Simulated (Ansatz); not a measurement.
The elements of this relaxed trial crystal are hidden behind letters.

```
lattice vectors (Å)
   3.1547    0.0000    0.0000
   0.0000    3.1547    0.0000
   0.0000    0.0000    4.1131
fractional positions
X 0.0000 0.0000 0.5000
Z 0.5000 0.5000 0.0000
Q 0.0000 0.0000 0.0000
```

Method: DFT PBE, scalar-relativistic, plane waves, PAW (Ansatz 0.2.0). Settings of the last relaxation (3-atom cell): 420 eV, 14×14×12 k points, Gaussian smearing of 0.10 eV, no spin polarisation.

```
Space group                                 : P4/mmm (No. 123)
Conventional cell                           : a = 3.155 Å, c = 4.113 Å
Volume per atom                             : 13.65 Å³
Density                                     : 4.55 g/cm³
Formation energy                            : −1.00 eV/atom
Gap on the 14×14×12 mesh of the 3-atom cell : 0 eV (a metal)
```

Energies are uncorrected and count from the elements' standard states at the same level.

Question: X is an s-block element of period 2, Z is a d-block element of period 5 and Q is a p-block element of period 2. Which elements are they?

Answer: X = Li, Z = Zr, Q = N, so the formula is LiZrN. Density times volume gives a mean mass of 4.55 × 13.65/1.6605 = 37.4 u per atom, and this set has 37.4 u. Around Li lie 2 N at 2.06 Å, 8 Zr at 3.03 Å and 4 Li at 3.15 Å; Zr has 4 N at 2.23 Å, 8 Li at 3.03 Å and 4 Zr at 3.15 Å; N has 2 Li at 2.06 Å and 4 Zr at 2.23 Å. Other sets within the hints have nearly the same mass, so mass alone doesn't settle it; this one was computed.

Symmetry constrained the relaxation, so the result can be a saddle point.
